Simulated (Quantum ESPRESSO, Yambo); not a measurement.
Levels of theory for the gap of Ba$_{2}$CdB$_{2}$O$_{6}$

Ba2CdB2O6 (space group C2/m, No. 12): one geometry, one set of PBEsol (Quantum ESPRESSO, PseudoDojo norm-conserving, 102 Ry, without SOC) orbitals, self-energies from Yambo (2×2×2 Γ-centred k mesh, bands 5 to 241 and a 7 Ry block in the screening, 241 bands in G with the Bruneval-Gonze terminator, plasmon pole fitted at 27.2 eV).

The geometry is that of Materials Project entry mp-1102943, symmetrised and not relaxed again.

```
level                                                        gap Γ → Γ (eV)                   rough Yambo cost
-----------------------------------------------------------  --------------  ---------------------------------
PBEsol (Quantum ESPRESSO)                                              2.96                                  –
exchange only (Hartree-Fock self-energy on PBEsol orbitals)           13.16             about 1/10 (12 states)
static COHSEX@PBEsol                                                   5.63  within a factor of two (2 states)
G0W0@PBEsol, plasmon pole                                              4.86                      1 (12 states)
```

Bare exchange has no screening and gives the widest gap; static COHSEX screens it but leaves out the frequency dependence, which G0W0 restores.

Costs are rough ratios of core time on shared machines.

Nearest settings tried, and what they do to the gap: 161 bands in G: +8 meV; 161 bands in W, 161 bands in G: +97 meV; 6 Ry block (255 vectors against 345): -43 meV; 2×2×1 mesh: -47 meV. So the settings aren't converged at that level. The k mesh is coarse.

Spin-orbit splittings are left out.

The structure is a Materials Project entry; no match was found in the copy of COD used, and its stability was not checked.
